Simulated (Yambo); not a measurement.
```xyz
7
Lattice="4.1498 0.0000 0.0000 0.0000 4.1498 0.0000 0.0000 0.0000 9.2928" Properties=species:S:1:pos:R:3 pbc="T T T"
N      2.0749     2.0749     7.4393
N      2.0749     2.0749     1.8535
O      0.0000     0.0000     4.6464
Zn     2.0749     2.0749     0.0000
Ba     0.0000     0.0000     2.0247
Ba     0.0000     0.0000     7.2681
Ba     2.0749     2.0749     4.6464
```

Ba3ZnN2O (space group P4/mmm, No. 123): mean Im ε in 1 eV windows above the direct gap of 1.20 eV, for different electron-hole kernels (Yambo, broadening 0.15 eV, LDA (Quantum ESPRESSO, PseudoDojo norm-conserving, 84 Ry, scalar-relativistic) bands; 4×4×2 mesh, 14 valence and 20 conduction bands, static screening with 92 bands and a 3 Ry block, scissor 0.73 eV, Tamm-Dancoff; field along x).

```json
[
 {"window (eV)": "1.2 to 2.2", "independent quasiparticles": "1.1", "BSE": "1.8"},
 {"window (eV)": "2.2 to 3.2", "independent quasiparticles": "1.9", "BSE": "3.0"},
 {"window (eV)": "3.2 to 4.2", "independent quasiparticles": "3.0", "BSE": "3.0"},
 {"window (eV)": "4.2 to 5.2", "independent quasiparticles": "3.5", "BSE": "4.4"},
 {"window (eV)": "5.2 to 6.2", "independent quasiparticles": "4.4", "BSE": "6.0"},
 {"window (eV)": "6.2 to 7.2", "independent quasiparticles": "5.9", "BSE": "4.6"}
]
```

This run doesn't resolve bound excitons or single peaks, so only averages are given, and they too depend on the mesh; weight that the attraction moves below the gap isn't listed. All transitions below 8.54 eV are in the band window. The scissor comes from a G0W0 run whose convergence isn't established.

Geometry of the Materials Project entry, not relaxed at this level.

The structure is a Materials Project entry; no match was found in the copy of COD used, and its stability was not checked.

With a shallow 3d shell G0W0 needs far more bands and larger blocks than here, so the scissor is uncertain by tenths of an eV or more.
